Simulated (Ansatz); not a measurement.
**Na: course of a relaxation**

Theory: DFT PBEsol, scalar-relativistic, plane waves, PAW (Ansatz). (420 eV cutoff, 6×10×4 k-mesh, Gaussian smearing of 0.10 eV, no spin polarisation)

What was changed: uniaxial strain along c, with a, b and atoms relaxed: -1.0 %.

Input:

```yaml
crystal:
  lattice:
    - [6.4188572931, 0.0, 0.0198275347]
    - [0.0, 3.750682336, 0.0]
    - [-2.3869378898, 0.0, 9.0106707073]
  atoms:
    - { symbol: Na, position: [0.0, 0.0, 0.0] }
    - { symbol: Na, position: [0.7259928563, 0.5, 0.6666704448] }
    - { symbol: Na, position: [0.7740071437, 0.0, 0.3333295552] }
    - { symbol: Na, position: [0.5, 0.5, 0.0] }
    - { symbol: Na, position: [0.2259928563, 0.0, 0.6666704448] }
    - { symbol: Na, position: [0.2740071437, 0.5, 0.3333295552] }
basis:
  ecutwfc: 420
kpoints:
  mp_grid: { grid: [6, 10, 4] }
hamiltonian:
  xc: pbesol
scf:
  occupations: { method: gaussian, width: 0.1 }
output:
  forces: true
  stress: true
  eigenvalues: true
relax:
  adjacent_minimum: "off"
  f_tol: 0.008
  max_steps: 40
  cell: { stress_tol: 0.05, fix: [c, angles] }
```

F is the free energy. Steps run on the plane waves of an earlier cell, but the last one, and at times one on the way, on a freshly chosen basis, so a repeated geometry can differ a little in energy. The held parts of the cell keep their stress, so P needn't end at zero.

Steps:

```tsv
step	F − F(1) (eV)	largest force component (eV/Å)	V (Å³/atom)	P (GPa)
1	0.0000	0.000	36.185	0.03
2	-0.0002	0.001	36.154	0.04
3	-0.0005	0.002	36.030	0.06
4	-0.0006	0.001	36.029	0.06
5	-0.0006	0.002	36.051	0.06
6	-0.0006	0.002	36.051	0.06
```

Relaxed structure:

```
CELL_PARAMETERS angstrom
6.36398 0.00000 0.01251
0.00000 3.76898 0.00000
-2.37681 0.00000 9.01335
ATOMIC_POSITIONS crystal
Na 0.00000 0.00000 0.00000
Na 0.73079 0.50000 0.66679
Na 0.76921 0.00000 0.33321
Na 0.50000 0.50000 0.00000
Na 0.23079 0.00000 0.66679
Na 0.26921 0.50000 0.33321
```

Symmetry: C2/m, No. 12, monoclinic system. The conventional cell has a = 6.364 Å, b = 3.769 Å, c = 9.321 Å, α = 90.00°, β = 104.66°, γ = 90.00°. Na (site symmetry 2/m) has 12 Na at 3.67 to 3.77 Å as nearest neighbours. Na (site symmetry m) has 12 Na at 3.67 to 3.77 Å as nearest neighbours.

The run converged. The run took of the order of 70 core-seconds.